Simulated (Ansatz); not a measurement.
MgIn$_{2}$O$_{4}$:
```xyz
7
Lattice="-2.3854 2.3854 4.9482 2.3854 -2.3854 4.9482 2.3854 2.3854 -4.9482" Properties=species:S:1:pos:R:3 pbc="T T T"
In     0.0000     0.0000     4.9482
In     2.3854     0.0000     2.4741
Mg     0.0000     0.0000     0.0000
O      3.5049     1.0417     1.0977
O     -1.1195     1.3438     6.0458
O      1.0417     1.2660    -1.0977
O      1.3438     1.1195     3.8505
```

Relaxed with PBEsol. Special points in fractions of this cell's reciprocal vectors: Γ (0.000, 0.000, 0.000); X (0.000, 0.000, 0.500); P (0.250, 0.250, 0.250); N (0.000, 0.500, 0.000); M (0.500, 0.500, -0.500); S (0.308, 0.692, -0.308); S0 (-0.308, 0.308, 0.308); R (-0.116, 0.116, 0.500); G (0.500, 0.500, -0.116).

Problem. List the band energies nearest the valence-band maximum at these points for the program Ansatz at the PBEsol level (PAW).

Solution. In eV from the valence-band maximum; about four levels below and three above (degenerate sets whole), none deeper than 8.9 eV; points with the same levels are listed once.

```csv
k,below,above
Γ,-1.16 -0.40 -0.06 -0.06,1.40 5.84 7.28 7.28
X,-0.88 -0.63 -0.21 0.00,4.66 4.92 6.52
P,-0.93 -0.85 -0.21 0.00,4.66 4.90 6.50
N,-0.83 -0.55 -0.38 -0.22,3.87 5.01 6.93
M,-1.23 -1.17 -0.26 -0.26,3.75 4.11 5.72 5.72
S,-0.93 -0.70 -0.33 -0.21,4.14 4.98 5.72
R,-0.98 -0.64 -0.23 -0.05,4.63 4.86 6.43
```

Space group I-4. A made-up cell: these elements were put on the sites of a structure type; neither database checked (COD, Materials Project) lists it. Whether it is the stable phase at ambient conditions was not checked. The PBEsol relaxation kept the symmetry of its start. At this level the phase is mechanically unstable. Spin–orbit coupling is left out wherever it is not named.

Potentials: the earlier of the program's two PAW sets. The files were generated under PBE; for other functionals the program regenerates the frozen cores, and for LDA and PBEsol the local potential too.
